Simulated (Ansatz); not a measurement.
Computed with DFT PBE, scalar-relativistic, plane waves, PAW (Ansatz 0.2.0). All cells share a 420 eV cutoff and Γ-centred k meshes spaced at most about 0.3 Å⁻¹ (about 0.25 or finer for metals, 2π included). No spin polarisation in the final relaxations.

All energies are static (0 K, no zero-point motion).

Compare these two cells of Al3Ru, each relaxed at this level.

A.

```
Al Ru
1.0
    -2.60680    2.60680    2.60680
     2.60680   -2.60680    2.60680
     2.60680    2.60680   -2.60680
Al Ru
3 1
Direct
  0.00000 0.50000 0.50000
  0.50000 0.00000 0.50000
  0.50000 0.50000 0.00000
  0.00000 0.00000 0.00000
```

B.

```
Al Ru
1.0
     2.71998    0.00000    0.00000
    -1.35999    2.35557    0.00000
     0.00000    0.00000   10.68944
Al Ru
3 1
Direct
  0.00000 0.00000 0.23545
  0.00000 0.00000 0.76455
  0.00000 0.00000 0.50000
  0.00000 0.00000 0.00000
```

Question: Which form is favoured at zero pressure, and by what margin per atom?

Answer: B is lower, by 110 meV/atom. A has space group Im-3m (No. 229), 17.7 Å³/atom and no gap on its mesh; B has space group P6/mmm (No. 191), 17.1 Å³/atom and no gap. Counting all near atoms (those within 1.25 times the shortest distance at each site), A has Al 6, Ru 6 and B has Al 8, Ru 8. The denser one is the lower, and pressure would at first widen the difference. Even the lower one lies +0.36 eV/atom against the reference forms of the elements (uncorrected), so neither is stable at this level. In A, around Al lie 2 Ru at 2.61 Å and 4 Al at 2.61 Å; Ru has 6 Al at 2.61 Å. In B, Al on a site of symmetry 6mm is surrounded by 1 Ru at 2.52 Å and 7 Al at 2.72–2.83 Å; Al on a site of symmetry 6/mmm has 8 Al at 2.72–2.83 Å; Ru is surrounded by 2 Al at 2.52 Å and 6 Ru at 2.72 Å. Both come from invented guesses. A third cell relaxed alike, in Pm-3n, lies 0.78 eV/atom below the lower of the two.

A magnetic state wasn't ruled out in cells without spin, among them P6/mmm. Cells relaxed within their symmetry can be saddle points.
